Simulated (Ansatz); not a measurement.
# K3Ga2As4, a known structure type with other elements, at an estimated volume

```
K Ga As
1.0
     0.00000    4.54144    0.00000
     8.42182   -2.27072    0.00000
     2.73312    0.00000   -6.66004
K Ga As
3 2 4
Direct
  0.14204 0.28408 0.42266
  0.85796 0.71592 0.57734
  0.00000 0.00000 0.00000
  0.33048 0.66096 0.97133
  0.66952 0.33904 0.02867
  0.20742 0.41484 0.80824
  0.79258 0.58516 0.19176
  0.49436 0.98872 0.67463
  0.50564 0.01128 0.32537
```

Single point in Ansatz 0.2.0 with r2SCAN, no spin polarisation. Cutoff 500 eV, PAW datasets, 6×6×4 Γ-centred k mesh, fermi-dirac filling (width 0.1 eV).

(1) Which atom feels the largest force, and which way?

(2) Metal or insulator?

(3) What does the stress say?

(4) What do density and ELF say about some of the short contacts?

(5) What is the formation energy?

Origin: a known structure type with other elements, at an estimated volume, so it need not be a known compound.

## Answers

(1) The largest is on As6 (and as large on other atoms): 1.27 eV/Å, components (0.69, 0.00, -1.07). It makes 63° with the line to a nearest neighbour, Ga5 at 2.70 Å.

(2) It is a metal, with about 2.8 states/eV a cell as the mean within 0.25 eV of the Fermi level, mostly As p (85 %).

(3) The pressure is -2.8 GPa (compression positive), so with the atoms held at these fractions the cell would first shrink; the forces are large, so a full relaxation may end otherwise. The principal stresses -4.3, -3.4, -0.8 GPa differ, so its shape would change too.

(4) As–As at 2.45 Å: least valence density 0.53 e/Å³ and ELF 0.69 there. Ga–As at 2.70 Å: least valence density 0.32 e/Å³ and ELF 0.58 there. K–As at 3.23 Å: least valence density 0.09 e/Å³ and ELF 0.05 there. These are pseudo-fields; inside the PAW spheres they differ from the all-electron ones.

(5) -0.42 eV an atom against the elements' usual phases (free molecules for gases, crystals otherwise, with no correction for O₂ or N₂), so it is bound against them; other compounds may still compete. Relaxing would lower it.
